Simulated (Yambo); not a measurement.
Yambo run on WOF₄ (space group I4, No. 79). The wavefunctions are PBEsol (Quantum ESPRESSO, PseudoDojo norm-conserving, 84 Ry, scalar-relativistic) ones on a 4×4×4 mesh (24 occupied bands); a = b = c = 5.1070 Å, α = β = 98.79°, γ = 133.98°.

Yambo input:

```
gw0
dyson
el_el_corr
HF_and_locXC
ppa
em1d
EXXRLvcs= 84 Ry
VXCRLvcs= 336 Ry
Chimod= "HARTREE"
% BndsRnXp
 2 | 129 |
%
NGsBlkXp= 7 Ry
% LongDrXp
 1.0 | 1.0 | 1.0 |
%
PPAPntXp= 27.2114 eV
% GbndRnge
 1 | 129 |
%
GTermKind= "BG"
DysSolver= "n"
ExtendOut
% QPkrange
 7 | 7 | 24 | 24 |
 9 | 9 | 24 | 25 |
 13 | 13 | 25 | 25 |
%
```

k points by index: 7 = (0, -0.5, 0.25), 9 = (0.25, 0.25, -0.25), 13 = M.

The o-*.qp file then holds:

```
#    K-point    Band    Eo [eV]    E [eV]    E-Eo [eV]    Vxc [eV]    Vnlxc [eV]    Sc|Eo [eV]    Sc|E [eV]    dSc/dw|Eo [eV]    Re(Z)    Im(Z)
#
    7    24    0.000000    -1.283696    -1.283696    -21.30371    -27.30902    4.393059    4.721615    -6.963957    0.796227    -0.001208
    9    24    -0.002037    -1.286217    -1.284180    -21.30679    -27.33357    4.413584    4.742605    -6.971177    0.796059    -0.001210
    9    25    4.674620    6.950912    2.276292    -19.23974    -13.53656    -2.977851    -3.426885    -5.367674    0.835240    -0.968695E-3
    13    25    4.583621    6.827953    2.244331    -19.12361    -13.55122    -2.887358    -3.328058    -5.343088    0.835871    -0.964231E-3
```
(The two width columns are left out.) Convergence of these settings isn't established.

Spin-orbit coupling is not included.

Geometry relaxed with PBE+D3(BJ).

The structure is a Materials Project entry; no match was found in the copy of COD used, and its stability was not checked.
